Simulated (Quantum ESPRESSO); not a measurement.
pw.x input (Quantum ESPRESSO 7.5; PBE, PseudoDojo stringent norm-conserving files, scalar-relativistic):

```
&CONTROL
  calculation = 'scf'
  pseudo_dir = './pseudo'
  outdir = './out'
  tprnfor = .true.
  tstress = .true.
/
&SYSTEM
  ibrav = 0
  nat = 3
  ntyp = 2
  ecutwfc = 102.0
  ecutrho = 408.0
  occupations = 'smearing'
  smearing = 'fd'
  degauss = 0.002
  nbnd = 21
  assume_isolated = '2D'
/
&ELECTRONS
  conv_thr = 3e-10
/
ATOMIC_SPECIES
S 32.0600 S.upf
Sn 118.7100 Sn.upf
CELL_PARAMETERS angstrom
  3.665109097279   0.000000000000   0.000000000000
 -1.832554548640   3.174077585885   0.000000000000
  0.000000000000   0.000000000000  15.900000000000
ATOMIC_POSITIONS crystal
S   0.666666667000   0.333333333000  -0.093320114300
S   0.333333333667   0.666666666333   0.093320114300
Sn   0.000000000333   0.000000000000  -0.000000000000
K_POINTS automatic
12 12 1 0 0 0
```

End of the output:

```
     total energy              =    -487.24023385 Ry
     estimated scf accuracy    <       0.00000024 Ry
     total energy              =    -487.24023397 Ry
     estimated scf accuracy    <       0.00000003 Ry
     total energy              =    -487.24023398 Ry
     estimated scf accuracy    <          1.4E-09 Ry
[...]
     the Fermi energy is    -5.8972 ev
!    total energy              =    -487.24023398 Ry
     estimated scf accuracy    <          1.4E-10 Ry
     smearing contrib. (-TS)   =      -0.00000000 Ry
     internal energy E=F+TS    =    -487.24023398 Ry
     The total energy is F=E-TS. E is the sum of the following terms:
     one-electron contribution =   -2167.63166123 Ry
     hartree contribution      =    1067.87366363 Ry
     xc contribution           =     -66.63293561 Ry
     ewald contribution        =     679.15069924 Ry
     convergence has been achieved in   9 iterations
     Forces acting on atoms (cartesian axes, Ry/au):
     atom    1 type  1   force =    -0.00000000   -0.00000000   -0.00317877
     atom    2 type  1   force =    -0.00000000   -0.00000000    0.00317877
     atom    3 type  2   force =     0.00000000    0.00000000    0.00000000
     Total force =     0.004495     Total SCF correction =     0.000003
```
In a gapped system the printed Fermi energy is only some level inside the gap.

Spin-orbit coupling is not included.

Geometry relaxed with PBE+D3(BJ).
